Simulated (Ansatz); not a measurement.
# Formation energy of NbRu

```
Nb Ru
1.0
     3.00448    0.00000    0.00000
     0.00000    3.00448    0.00000
     0.00000    0.00000    3.36488
Nb Ru
1 1
Direct
  0.00000 0.00000 0.00000
  0.50000 0.50000 0.50000
```

The cell comes from a relaxation on PAW files under the same functional, begun from a database entry that needn't be the ground state.

All numbers are LDA results (scalar-relativistic) from Ansatz 0.2.0, with a Γ-centred 14×14×12 k mesh, Fermi–Dirac smearing of 0.05 eV, no spin polarisation. Methods: LAPW: all electrons, basis error target 0.5 meV/atom; PAW: frozen-core files, cutoff 420 eV.

The elements are taken as Nb bcc, Ru hcp, each relaxed on PAW files under the same functional and computed by the same method as the compound; zero-point and thermal terms are left out.

The PAW files were made under PBE.

**Question.** Give the formation energy by each method, with the residual pressure at this cell and the LAPW gap.

**Answer.** 

```tsv
method	ΔE(formation) (eV/atom)	P at this cell (GPa)	gap (eV)
LAPW	-0.163	0.06	0.00
PAW	-0.163	0.01	–
```

**Question.** Give the LAPW value for one formula unit in kJ/mol.

**Answer.** -0.163 eV/atom × 2 atoms × 96.485 kJ/(mol·eV) = -31.5 kJ/mol, at zero temperature and without zero-point motion.
